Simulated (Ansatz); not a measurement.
# Data sheet: GaCuSe2 (DFT)

GaCuSe2:
```yaml
crystal:
  lattice:
    - [1.88020, 1.08553, 6.10664]
    - [-1.88020, 1.08553, 6.10664]
    - [0.00000, -2.17106, 6.10664]
  atoms:
    - { symbol: Ga, position: [0.00000, 0.00000, 0.00000] }
    - { symbol: Cu, position: [0.50000, 0.50000, 0.50000] }
    - { symbol: Se, position: [0.24682, 0.24682, 0.24682] }
    - { symbol: Se, position: [0.75318, 0.75318, 0.75318] }
```

Space group R-3m (No. 166); conventional cell a = b = 3.760 Å, c = 18.320 Å, α = β = 90.00°, γ = 120.00°.

Method: DFT-PBE in the program Ansatz with PAW potentials. Geometry: relaxed at this level of theory. Other levels are named where they apply.

**Cell and energy**

```yaml
volume_per_atom: 18.70 Å³
density: 6.47 g/cm³
Formation energy from the elements (no fitted shifts): -0.25 eV/atom
```

**Electronic structure**

```yaml
electronic_character: metallic (no gap)
Density of states at the Fermi level: 0.63 states/eV per atom (mean over ±0.08 eV)
```

**Mechanics**

```yaml
Bulk modulus (Birch–Murnaghan fit): 74.8 GPa
Pressure derivative B′: 4.8
```

The cell is a constructed one: a structure type filled with these elements; neither database checked (COD, Materials Project) lists it. It is not the phase usual at ambient conditions (space group No. 122). The PBE relaxation kept the symmetry of its start; its stability against distortions is not shown here. The run is not spin-polarised. The references are the lowest solids computed at this level, not always the standard phases. Spin–orbit coupling is left out wherever it is not named.

Potentials: the later of the program's two PAW sets.
